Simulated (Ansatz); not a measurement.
## Trial structures of YAl₃N₄: starts and ends

Theory: DFT PBE, scalar-relativistic, plane waves, PAW (Ansatz 0.2.0). All cells share a 420 eV cutoff and Γ-centred k meshes spaced at most about 0.3 Å⁻¹ (2π included). No spin polarisation in the final relaxations.

Each guess was relaxed in cell and atoms at zero pressure, within the symmetry of its start. Temperature and zero-point effects are left out. Coordination counts N atoms around Al and Y (those within 1.25 times the shortest such distance or 1.15 times the sum of covalent radii; a plus sign parts nearer from farther groups; a slash parts the counts of unlike sites). For orderings, «n of Z unlike» gives the unlike atoms among the Z nearest shared sites at the start, averaged over those sites.

```tsv
guess	made from	start group	V start (Å³/atom)	end group	V end (Å³/atom)	coordination at the end	gap on mesh (eV)	E over the lowest end (meV/atom)
1	Y/Al on rock salt sites, 4.0 of 12 unlike	P4/mmm	14.0	?	?	?	?	?
2	Y/Al on rock salt sites, 5.0 of 12 unlike	Cmmm	14.0	Cmmm	10.1	Y 6, Al 6	1.76	164
3	Y/Al on zinc blende sites, 6.0 of 12 unlike	I-42m	14.0	I-42m	12.3	Y 4, Al 4	2.56	0
4	Y/Al on rock salt sites, 6.0 of 12 unlike	Pm-3m	14.0	Pm-3m	10.6	Y 6, Al 6	1.38	364
5	Y/Al on zinc blende sites, 6.0 of 12 unlike	P-43m	14.0	P-43m	12.4	Y 4, Al 4	2.32	59
```

Guess 1 as it starts:

```
CELL_PARAMETERS angstrom
3.40591 0.00000 0.00000
0.00000 3.40591 0.00000
0.00000 0.00000 9.63336
ATOMIC_POSITIONS crystal
Y 0.50000 0.50000 0.00000
Al 0.00000 0.00000 0.75000
Al 0.00000 0.00000 0.25000
Al 0.50000 0.50000 0.50000
N 0.00000 0.00000 0.00000
N 0.50000 0.50000 0.25000
N 0.00000 0.00000 0.50000
N 0.50000 0.50000 0.75000
```

Question: Fill in the missing row: what does this guess relax into, and where does it rank?

Answer: It ends in Y and Al ordered on rock salt sites, space group P4/mmm (No. 123), with a = 3.155 Å, c = 8.441 Å, 10.5 Å³/atom and a gap of 0.87 eV. It lies 218 meV/atom over the lowest end, above guess 2 and below guess 4. Counting N atoms around Al and Y, this end has Y 6, Al 1+5/2+4 and the lowest (guess 3) has Y 4, Al 4.

```cif
data_structure
_symmetry_space_group_name_H-M 'P4/mmm'
_symmetry_Int_Tables_number 123
_cell_length_a 3.1552
_cell_length_b 3.1552
_cell_length_c 8.4411
_cell_angle_alpha 90.000
_cell_angle_beta 90.000
_cell_angle_gamma 90.000
_cell_volume 84.03
loop_
_atom_site_label
_atom_site_type_symbol
_atom_site_symmetry_multiplicity
_atom_site_Wyckoff_symbol
_atom_site_fract_x
_atom_site_fract_y
_atom_site_fract_z
_atom_site_occupancy
Y1 Y 1 c 0.50000 0.50000 0.00000 1
Al1 Al 2 g 0.00000 0.00000 0.72923 1
Al2 Al 1 d 0.50000 0.50000 0.50000 1
N1 N 1 a 0.00000 0.00000 0.00000 1
N2 N 2 h 0.50000 0.50000 0.27441 1
N3 N 1 b 0.00000 0.00000 0.50000 1
```

Energies over the elements count from the elements' standard structures at the same level (N₂ as a molecule), with no fitted energy shifts.

Question: Is the lowest end bound against the elements?

Answer: Yes: its formation energy is −1.238 eV/atom. Whether it is stable depends on the other phases of the system, which aren't compared here.

Kohn–Sham gaps at this level usually fall short of measured ones. Cells relaxed within their symmetry can be saddle points. A lower structure may well exist outside this small set. Some structure types and database cells were kept out of the candidates from the start, so a known form may be missing.
